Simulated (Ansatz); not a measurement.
# KZr2Cl6: relaxation step by step

The guess for KZr2Cl6 was made by a generator: ordered mixture on the cation sites of fluorite (P-3m1, No. 164) (occupants of the shared sites, in ratio, Zr: 2, K: 1). Its size is a rough estimate.

```xyz
9
Lattice="4.6916 0.0000 0.0000 -2.3458 4.0630 0.0000 0.0000 0.0000 11.4920" Properties=species:S:1:pos:R:3 pbc="T T T"
K     0.0000    0.0000    0.0000
Zr    0.0000    2.7087    7.6613
Zr    2.3458    1.3543    3.8307
Cl    2.3458    1.3543    6.7037
Cl    0.0000    0.0000    2.8730
Cl    0.0000    2.7087   10.5343
Cl    0.0000    2.7087    4.7883
Cl    2.3458    1.3543    0.9577
Cl    0.0000    0.0000    8.6190
```

Method: DFT PBE, scalar-relativistic, plane waves, PAW in Ansatz. Cutoff 420 eV, Gaussian smearing, Γ-centred meshes. Cell and atoms relax first on a coarse mesh and then on a finer one. In between, the cell is made exact in the group found at 0.06 Å. In metals the finer mesh still leaves noise of several meV/atom or more. The steps can't lower the symmetry of their start. Collinear spin is switched on along the way, since trial moments persisted in a coarse test.

Steps on the 6×6×2 mesh (9 atoms, 9 steps). The free energy counts from the last step; the plane-wave basis is renewed at times, which shifts energy and pressure.

| step | ΔF (meV/atom) | V (Å³/atom) | P (GPa) | largest force component (eV/Å) |
| --- | --- | --- | --- | --- |
| 1 | 204.0 | 24.34 | -2.08 | 2.145 |
| 2 | 79.0 | 23.83 | -0.19 | 0.896 |
| 3 | 36.8 | 23.93 | 1.02 | 0.771 |
| 4 | 11.8 | 24.36 | 0.39 | 0.461 |
| 5 | 3.3 | 24.74 | 0.19 | 0.138 |
| 6 | 0.5 | 24.96 | 0.15 | 0.110 |
| 7 | 0.5 | 24.95 | -0.02 | 0.118 |
| 8 | 0.2 | 24.97 | -0.10 | 0.029 |
| 9 | 0.0 | 24.97 | -0.09 | 0.029 |

The relaxed structure, after a last relaxation on the converged mesh:

```cif
data_structure
_symmetry_space_group_name_H-M 'P-3m1'
_symmetry_Int_Tables_number 164
_cell_length_a 4.6245
_cell_length_b 4.6245
_cell_length_c 12.2932
_cell_angle_alpha 90.000
_cell_angle_beta 90.000
_cell_angle_gamma 120.000
_cell_volume 227.68
loop_
_atom_site_label
_atom_site_type_symbol
_atom_site_symmetry_multiplicity
_atom_site_Wyckoff_symbol
_atom_site_fract_x
_atom_site_fract_y
_atom_site_fract_z
_atom_site_occupancy
K1 K 1 a 0.00000 0.00000 0.00000 1
Zr1 Zr 2 d 0.33333 0.66667 0.65400 1
Cl1 Cl 2 d 0.66667 0.33333 0.57213 1
Cl2 Cl 2 c 0.00000 0.00000 0.29795 1
Cl3 Cl 2 d 0.33333 0.66667 0.86467 1
```

The symmetry stays P-3m1 (No. 164). The volume per atom grows by 3.9 %, from 24.3 to 25.3 Å³. The shortest distance goes from 2.87 Å (K–Cl and Zr–Cl) to 2.59 Å (Zr–Cl). The energy falls by about 0.28 eV/atom (the start's value is from the coarse mesh). K is surrounded by 6 Cl at 3.15 Å and 2 Cl at 3.66 Å; Zr has 8 Cl at 2.59–2.85 Å; Cl on its first site is surrounded by 4 Zr at 2.78–2.85 Å and 6 Cl at 3.11–3.21 Å; 2 more sites not described.

| Quantity | Value |
| --- | --- |
| Volume per atom | 25.30 Å³ |
| Density | 3.17 g/cm³ |
| Energy over the elements | −1.52 eV/atom |
| Gap on the 12×12×4 mesh of the 9-atom cell | 0 eV (a metal) |
| Net moment per atom | 0.33 μB |
| Moment by site | Zr 0.8 (×2) μB |

Formation energies are uncorrected and refer to the elements' standard structures at the same level (Cl₂ as a molecule).

The last run used collinear spin and Gaussian smearing of 0.10 eV. The magnetic state reached may not be the lowest. A structure relaxed within its symmetry needn't be a true minimum. In all, the 4 runs took 33 min on 1 thread of Arm Neoverse N1, with other jobs on the host. Site moments count only spheres around the atoms; the net moment includes the space between them.
